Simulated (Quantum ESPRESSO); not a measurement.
# Strain and stress in SiGa2ZnN4

The results below are calculated, not measured. They come from pw.x of Quantum ESPRESSO 7.5, a plane-wave density functional program, with PseudoDojo standard norm-conserving files (v0.5 for PBE, v0.4.1 for LDA and PBEsol). The cells are made up: elements, strain and atom displacements were drawn at random, and nothing was relaxed. There is no spin polarisation, spin-orbit coupling or dispersion term.

The cell has 8 sites of a wurtzite lattice (rectangular cell). Sites 1 to 4 hold Si Ga Zn Ga; sites 5 to 8 hold N N N N. Cell vectors in Å: (3.194, 0.001, 0.048); (0.002, 5.423, 0.062); (0.078, 0.059, 5.046). Settings: PBE, cutoff 1143 eV, 6 x 4 x 4 k mesh shifted by half a step, Fermi-Dirac smearing of 0.025 eV.

Each run adds a shear xy (given as the tensor component) to one cell, with the atoms carried along; the vectors above are those of run 3. Stress is positive in tension and P is minus a third of its trace. E is the free energy for each atom above the lowest run shown.

| run | strain (%) | s_xx (GPa) | s_yy (GPa) | s_zz (GPa) | s_xy (GPa) | P (GPa) | E (meV/atom) |
| --- | --- | --- | --- | --- | --- | --- | --- |
| 1 | -2.21 | -1.64 | -4.84 | -15.86 | -6.65 | 7.44 | 9.92 |
| 2 | -1.46 | -1.23 | -4.55 | -15.80 | -4.39 | 7.19 | 4.25 |
| 3 | 0.27 | -0.69 | -4.25 | -15.72 | 0.82 | 6.89 | 0.00 |
| 5 | 0.81 | -0.64 | -4.28 | -15.71 | 2.44 | 6.88 | 1.19 |
| 6 | 1.42 | -0.64 | -4.36 | -15.71 | 4.28 | 6.90 | 4.01 |
| 7 | 2.08 | -0.73 | -4.53 | -15.71 | 6.26 | 6.99 | 8.78 |
| 4 | 0.56 | ? | ? | ? | ? | ? | ? |

A rerun of one of these cells at 1437 eV and k mesh 8 x 6 x 6 moved values by no more than 0.002 eV in the cell's energy, 0.04 GPa in stress and 0.002 eV/Å in force.

## Worked fit

A parabola through the six runs shown gives s_xy = 0.01 + 3.01 e - 0.001 e² GPa, with e in per cent and a scatter of 0.01 GPa. The slope is a stiffness of 301 ± 1 GPa for each unit of this strain at e = 0, twice a shear constant under the stress shown, since the tensor component is half the shear angle. The atoms are clamped, and relaxing them would in general lower it. The error is the larger of the fit's own and the change that a cubic makes, rounded up.

## Withheld run

Question: what s_xy should run 4 give?

The fit gives 1.70 GPa. The calculation gave 1.69 GPa.

```
run  strain (%)  s_xx (GPa)  s_yy (GPa)  s_zz (GPa)  s_xy (GPa)  P (GPa)  E (meV/atom)
  4        0.56       -0.65       -4.26      -15.71        1.69     6.87          0.46
```